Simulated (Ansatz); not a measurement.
ReC:
```
ReC
1.0
    0.00000     2.17336     2.17336
    2.17336     0.00000     2.17336
    2.17336     2.17336     0.00000
Re C
1 1
Cartesian
  0.00000   0.00000   0.00000
  2.17336   2.17336   2.17336
```

Relaxed with PBE. Special points in fractions of this cell's reciprocal vectors: Γ (0.000, 0.000, 0.000); X (0.500, 0.000, 0.500); U (0.625, 0.250, 0.625); K (0.375, 0.375, 0.750); L (0.500, 0.500, 0.500); W (0.500, 0.250, 0.750).

**Question.** List the band energies nearest the Fermi level at these points for PBE with spin–orbit coupling in the plane-wave PAW code Ansatz.

**Answer.** In eV from the Fermi level; about four levels below and three above (degenerate sets whole), none deeper than 8.9 eV; … stands for higher levels left out; points with the same levels are listed once.

```json
[
 {"k": "Γ", "below": "-0.96 -0.96 -0.96 -0.96", "above": "…"},
 {"k": "X", "below": "-2.36 -2.36 -0.18 -0.18", "above": "0.89 0.89 1.53 1.53"},
 {"k": "U", "below": "-5.17 -5.17 -2.07 -2.07", "above": "0.40 0.40 1.67 1.67"},
 {"k": "L", "below": "-7.04 -7.04 -6.83 -6.83", "above": "0.02 0.02 0.11 0.11"},
 {"k": "W", "below": "-0.05 -0.05 -0.04 -0.04", "above": "1.20 1.20 2.67 2.67"}
]
```

Space group Fm-3m (rock salt). The start of the workflow was typed in or built on a structure type; neither database checked (COD, Materials Project) lists it. Its standing as an ambient phase is unchecked. The PBE relaxation kept the symmetry of its start; whether a distortion lowers the energy is not shown. No spin polarisation was allowed. Its formation energy is positive at this level, so the cell may be metastable or incomplete.

Potentials: the earlier of the program's two PAW sets.
